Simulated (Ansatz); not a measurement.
## CaMg3: how the energy converges with the cutoff

CaMg3, P1, a = 4.777 Å, b = 4.732 Å, c = 4.803 Å, α, β, γ = 88.4°, 91.2°, 89.6°. Ansatz: PBEsol, PAW, cutoff varied, Γ-centred 6×6×6 mesh on 4 atoms, Gaussian smearing 0.10 eV; no spin polarisation. Single points at one geometry with displaced atoms, the cutoff alone changed; ΔE is the energy at zero smearing over the run at 600 eV (runs within 0.3 meV/atom of it are left out). The runs up to 350 eV lie under the cutoff recommended for these PAW datasets.

```tsv
cutoff (eV)	ΔE (meV/atom)
200	1697.94
250	203.63
300	?
350	1.28
```

Q: Assume ΔE falls exponentially with the cutoff, fit y = ln ΔE against x, the cutoff in eV, to the other rows, and predict the missing value.

A: y = 7.437, 5.316, 0.247. Means x = 266.7, y = 4.3333; Σ(Δx)² = 11667, ΣΔxΔy = -563.8; the slope is their ratio. y = 17.22 − 0.04833 x, a factor of ten per 48 eV. At 300 eV this gives ΔE = 15.20 meV/atom. The run gave 19.77, a ratio of 0.77. Between neighbouring rows the decay runs from a factor of ten per 42 eV to one per 54 eV, so one exponential is only a rough guide.